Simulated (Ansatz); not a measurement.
AlAs (CsCl type, space group No. 221), plane-wave PAW PBE (Ansatz code), all energies at zero smearing, with the estimated change up to a 700 eV cutoff added, with one set of potentials and settings (totals compare only within such a set). Cell of 2 atoms (1 Al, 1 As): -5393.360 eV.

```
element             reference phase  E (eV/atom)
-------  --------------------------  -----------
Al       Fm-3m, 1 atoms in the cell    -537.5049
As        R-3m, 2 atoms in the cell   -4856.1377
```

Formation energy per atom, worked out: (-5393.360 − 1×(-537.5049) − 1×(-4856.1377))/2 = 0.142 eV/atom (14 kJ per mol of atoms), at 0 K, without zero-point energy or fitted corrections.

Space group Pm-3m (CsCl type). A made-up cell: these elements were put on the sites of a structure type; neither database checked (COD, Materials Project) lists it. It is not the phase usual at ambient conditions (space group No. 216). Symmetry was held in the PBE relaxation; its stability against distortions is not shown here. The references are the lowest solids computed at this level, not always the standard phases.

Potentials: the later of the program's two PAW sets.
